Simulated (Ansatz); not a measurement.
### Question
Each is relaxed and computed with r²SCAN (plane waves, PAW; program Ansatz). Which is the only one with a gap?
A) SiGe, P-6m2 (Ge on 1a, Si on 1f)
B) SiB12C2, R-3m (B on 18h, B on 18h, C on 6c, Si on 3b)
C) SiSnGeC, Pmm2 (C on 1a, Si on 1c, Ge on 1d, Sn on 1b)
D) SiB6, R-3m (B on 18h, B on 18h, Si on 6c)

### Answer
B, SiB12C2, R-3m (B on 18h, B on 18h, C on 6c, Si on 3b). SiB12C2: gap 1.87 eV (indirect); SiB6: metal; SiGe: metal; SiSnGeC: metal. Constructed cells (a structure type filled with these elements, in neither database checked): SiGe, P-6m2 (Ge on 1a, Si on 1f). Typed or built starts, not in the databases checked: SiB12C2, R-3m (B on 18h, B on 18h, C on 6c, Si on 3b); SiB6, R-3m (B on 18h, B on 18h, Si on 6c); SiSnGeC, Pmm2 (C on 1a, Si on 1c, Ge on 1d, Sn on 1b). All cells were relaxed under the symmetry of their starts (and spin orders); stability against distortions was not tested throughout. Scalar-relativistic: spin–orbit coupling is off unless named, which matters more the heavier the elements.

Potentials: the earlier of the program's two PAW sets.
